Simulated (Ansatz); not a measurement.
**RbNa₃Te₂: a bulk modulus from differences**

It was reached by relaxing an invented guess, and it needn't be the stable form of this composition.

All numbers below come from DFT PBE, scalar-relativistic, plane waves, PAW in Ansatz 0.2.0. Settings of the last relaxation (6-atom cell): 420 eV, 6×6×4 k points, Gaussian smearing of 0.02 eV, no spin polarisation.

```
CELL_PARAMETERS angstrom
5.25533 0.00000 0.00000
-2.62766 4.55125 0.00000
0.00000 0.00000 8.62709
ATOMIC_POSITIONS crystal
Rb 0.00000 0.00000 0.00000
Na 0.33333 0.66667 0.34062
Na 0.66667 0.33333 0.65938
Na 0.00000 0.00000 0.50000
Te 0.33333 0.66667 0.71581
Te 0.66667 0.33333 0.28419
```

The cell was set to several volumes, with shape and atoms relaxed at each where symmetry leaves them free. Pressure is positive in compression, and energies count from the lowest row.

```tsv
row	V (Å³/atom)	P (GPa)	ΔE (meV/atom)	gap on mesh (eV)
1	30.264	2.46	28.0	1.88
2	31.296	?	?	?
3	32.327	1.03	6.1	1.79
4	33.359	0.48	1.4	1.74
5	34.391	-0.01	0.0	1.69
6	35.423	-0.43	1.5	1.64
7	36.454	-0.78	5.4	1.60
8	37.830	-1.16	13.7	1.54
```

Problem. Find B = −V·ΔP/ΔV from rows 4 and 6 and from rows 1 and 3, and from the two its slope B′ and its value B0 at zero pressure.

Solution. Rows 4 and 6 give −(33.359 + 35.423)/2 × (-0.43 − (0.48))/(35.423 − 33.359) = 15.2 GPa at a mean pressure of 0.02 GPa. Rows 1 and 3 give −(30.264 + 32.327)/2 × (1.03 − (2.46))/(32.327 − 30.264) = 21.7 GPa at a mean pressure of 1.75 GPa. So B′ = (21.7 − 15.2)/(1.75 − (0.02)) = 3.76 and B0 = 15.2 − 3.76 × (0.02) = 15.1 GPa. A third-order Birch–Murnaghan fit to all the energies gives B0 = 14.8 GPa and B′ = 4.2.

Problem. Estimate the pressure and energy of row 2.

Solution. From row 5, V0 = 34.391 × (1 + (-0.01)/15.1) = 34.368 Å³/atom. Murnaghan's form P = (B0/B′)·[(V0/V)^B′ − 1] gives (15.1/3.76) × [(34.368/31.296)^3.76 − 1] = 1.69 GPa; the computed pressure is 1.69 GPa, so the estimate is off by 0.00 GPa. The work of compression from row 3, with the mean of the two pressures, gives ΔE = 6.1 + (1.69 + 1.03)/2 × (32.327 − 31.296)/160.2 × 1000 = 14.9 meV/atom (1 eV/Å³ = 160.2 GPa); the computed value is 14.8 meV/atom.

Problem. Fit the gap against pressure through the other rows and estimate it at the computed pressure of row 2.

Solution. Over the 7 rows the mean pressure is 0.2271 GPa and the mean gap is 1.697 eV. The sums of products of deviations are S_xx = 9.121 and S_xy = 0.8487, so the slope is 0.8487/9.121 = 0.09305 (r = 0.99, rms misfit 0.02 eV). At 1.69 GPa the line gives 1.697 + (0.09305) × (1.69 − 0.2271) = 1.83 eV. The computed value is 1.83 eV, so the line is off by 0.00 eV, less than the largest miss among the fitted rows (0.03 eV).

These runs have no spin–orbit coupling, which can matter for Te. Kohn–Sham gaps at this level usually fall short of measured ones. The missing spin–orbit coupling can work the other way here. All volumes keep the k mesh of the relaxed cell. Symmetry constrained the relaxation, so the result can be a saddle point.
